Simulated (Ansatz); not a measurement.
Relaxation of a relaxed W cell, doubled along one cell vector, shaken by Gaussian noise of σ = 0.08 Å a coordinate; 2 atoms in the cell, which starts as C2/m (No. 12), mS4; a = c = 4.4813 Å, b = 3.1688 Å, α = β = γ = 90.00°. All values below come from r2SCAN (plane waves to 500 eV, PAW, scalar-relativistic; Ansatz, a quantum-chemistry and plane-wave program). Γ-centred k-mesh 21×11×21 on the run's cell, Fermi–Dirac smearing 0.05 eV. 

The optimiser's lines from the output (shortened; P is positive under compression):

```
relax step   1: F+E_penalty+E_count = -20794.50863761 eV  Δ(F+E_penalty+E_count) = +0.000e0 eV  max|allowed force component| = 1.174e0 eV/Å  Δτ_max = 0.0000 Å  P = +0.726 GPa  Ω = 31.818 Å³  (7 SCF iters, dr2 threshold 1.00e-7 eV, accepted)
relax step   2: F+E_penalty+E_count = -20794.36587836 eV  Δ(F+E_penalty+E_count) = +1.428e-1 eV  max|allowed force component| = 1.721e0 eV/Å  Δτ_max = 0.1973 Å  P = +0.392 GPa  Ω = 31.948 Å³  (7 SCF iters, dr2 threshold 2.00e-7 eV, rejected (line search))
relax step   3: F+E_penalty+E_count = -20794.59286982 eV  Δ(F+E_penalty+E_count) = -8.423e-2 eV  max|allowed force component| = 9.953e-2 eV/Å  Δτ_max = 0.0821 Å  P = -1.267 GPa  Ω = 31.954 Å³  (10 SCF iters, accepted)
relax step   4: F+E_penalty+E_count = -20794.59906665 eV  Δ(F+E_penalty+E_count) = -6.197e-3 eV  max|allowed force component| = 6.463e-4 eV/Å  Δτ_max = 0.0088 Å  P = +0.028 GPa  Ω = 31.820 Å³  (6 SCF iters, dr2 threshold 2.00e-7 eV, accepted)
relax step   5: F+E_penalty+E_count = -20794.59909010 eV  Δ(F+E_penalty+E_count) = -2.344e-5 eV  max|allowed force component| = 3.559e-4 eV/Å  Δτ_max = 0.0000 Å  P = +0.000 GPa  Ω = 31.824 Å³  (4 SCF iters, dr2 threshold 9.54e-8 eV, accepted)
relax step   6: F+E_penalty+E_count = -20794.59909280 eV  Δ(F+E_penalty+E_count) = -2.706e-6 eV  max|allowed force component| = 2.051e-4 eV/Å  Δτ_max = 0.0000 Å  P = -0.000 GPa  Ω = 31.824 Å³  stress off target by 7.66e-3 GPa  SCF on the basis re-selected at this cell (its energy is not comparable with the rows above)  (5 SCF iters)
```

From the first to the last row the energy changes by -0.05 eV/atom and the volume by 0.0 %. The last row is marked as not comparable with the walk above it, whose basis was carried along; it does compare with step 1, since both stand on a basis selected at the nominal cutoff for their own cell.

Step 2 was rejected by the optimiser.

 The final structure: Im-3m (No. 229), cI2, bcc (W type); a = b = c = 3.169 Å, α = β = γ = 90.00°. No spin polarisation in the result.

The run could not lose the symmetry of its start.
